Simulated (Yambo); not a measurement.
G0W0@PBE for GaSb (zinc blende, space group F-43m, No. 216) in Yambo. Reference settings: 4×4×4 Γ-centred k mesh, bands 9 to 259 and a 15 Ry block in the screening, 259 bands in G with the Bruneval-Gonze terminator, plasmon pole fitted at 27.2 eV. The PBE gap Γ → Γ on this mesh is 0.06 eV; G0W0 gaps are taken between the same points.

| change from the reference | G0W0 gap Γ → Γ (eV) | shift of the valence edge (eV) |
|---|---|---|
| reference settings | 0.76 | -0.58 |
| exchange cut at 40 Ry | 0.78 | -0.40 |
| 140 bands in W, 140 bands in G | 0.80 | -0.49 |
| 93 bands in W, 93 bands in G, 3 Ry block | 0.84 | -0.18 |
| 140 bands in W, 140 bands in G, 3 Ry block | ? | -0.22 |
| 199 bands in W, 199 bands in G, 9 Ry block | 0.79 | -0.52 |
| no terminator | 0.77 | -0.53 |
| pole fitted at 15 eV | 0.77 | -0.46 |

**Question.** Estimate the withheld gaps from the other rows; the computed values follow.

**Answer.** 
- 140 bands in W, 140 bands in G, 3 Ry block, G0W0 gap Γ → Γ (eV): 0.83

The reference isn't shown to be the converged limit.

Spin-orbit coupling is not included.

Geometry relaxed with PBEsol; primitive cell a = 4.323 Å, b = 4.323 Å, c = 4.323 Å, α = 60.00°, β = 60.00°, γ = 60.00°.

A shift is the quasiparticle energy of the state minus its PBE energy.

The potentials are those of PseudoDojo's stringent table.
